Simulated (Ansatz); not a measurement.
The relaxed structure here is a generated cell of Ti3Al: the first start was made by a random draw of sites in a space group, and the end was not matched to a known phase here, so it may be hypothetical. Known forms of Ti3Al include space group No. 194.

The end point of a relaxation of Ti3Al. Space group P6/mmm (No. 191). The numbers are results of PBEsol (plane waves to 420 eV, PAW, scalar-relativistic; Ansatz, a program for electronic structure), not measurements.

```cif
data_AlTi3
_chemical_formula_sum 'Al1 Ti3'
_space_group_name_H-M_alt 'P6/mmm'
_space_group_IT_number 191
_space_group_name_Hall '-P 6 2'
_cell_length_a 2.72625
_cell_length_b 2.72625
_cell_length_c 10.66728
_cell_angle_alpha 90.000
_cell_angle_beta 90.000
_cell_angle_gamma 120.000
loop_
_atom_site_label
_atom_site_type_symbol
_atom_site_symmetry_multiplicity
_atom_site_Wyckoff_symbol
_atom_site_fract_x
_atom_site_fract_y
_atom_site_fract_z
_atom_site_occupancy
Al1 Al 1 b 0.00000 0.00000 0.50000 1
Ti1 Ti 1 a 0.00000 0.00000 0.00000 1
Ti2 Ti 2 e 0.00000 0.00000 0.25127 1
```

- Volume per atom = 17.17 Å³
- Band gap = zero (metallic)
- Shortest distances = Al–Ti 2.65 Å; Ti–Ti 2.68 Å; Al–Al 2.73 Å
- k-mesh = 20×20×5

No spin polarisation in the result.

The run could not lower the symmetry of its start; a shaken copy of this end point relaxes with PBEsol to R3m (No. 160), 0.49 eV/atom lower.
